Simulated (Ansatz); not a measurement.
Relaxed-ion elastic tensor of BeSe (zinc blende, space group No. 216) in GPa (Voigt order), PBEsol in the plane-wave PAW code Ansatz; density 4.33 g/cm³, 16.86 Å³ per atom.

|  | 1 | 2 | 3 | 4 | 5 | 6 |
|---|---|---|---|---|---|---|
| 1 | 131 | 53.6 | 53.6 | 0.0 | 0.0 | 0.0 |
| 2 | 53.6 | 131 | 53.6 | 0.0 | 0.0 | 0.0 |
| 3 | 53.6 | 53.6 | 131 | 0.0 | 0.0 | 0.0 |
| 4 | 0.0 | 0.0 | 0.0 | 67.2 | 0.0 | 0.0 |
| 5 | 0.0 | 0.0 | 0.0 | 0.0 | 67.2 | 0.0 |
| 6 | 0.0 | 0.0 | 0.0 | 0.0 | 0.0 | 67.2 |

Task: Is the crystal mechanically stable?

Result: Yes: the smallest eigenvalue of C is 67.2 GPa.

Task: Work out the Voigt, Reuss and Hill averages.

Result: K_V = 79.5, K_R = 79.5, K_H = 79.5; G_V = 55.9, G_R = 52.0, G_H = 53.9 GPa.

Task: Give Young's modulus, Poisson's ratio, Pugh's ratio and the universal anisotropy index.

Result: E = 9KG/(3K + G) = 132 GPa; ν = 0.22; K/G = 1.47 (brittle by the Pugh limit of 1.75); A_U = 5G_V/G_R + K_V/K_R − 6 = 0.37.

Task: Estimate the sound speeds and the Debye temperature.

Result: v_l = √((K + 4G/3)/ρ) = 5910 m/s, v_t = √(G/ρ) = 3530 m/s, mean 3910 m/s; Θ = (h/k)(3n/4πV)^(1/3) v_m = 453 K.

Task: Give the Zener ratio and Young's modulus along [100], [110] and [111].

Result: A = 2C44/(C11 − C12) = 1.73; 1/E = S11 − 2(S11 − S12 − S44/2)Γ with Γ = 0, 1/4, 1/3 gives 100, 138, 157 GPa.

Space group F-43m (zinc blende). The PBEsol relaxation kept the symmetry of its start.

Potentials: the later of the program's two PAW sets.
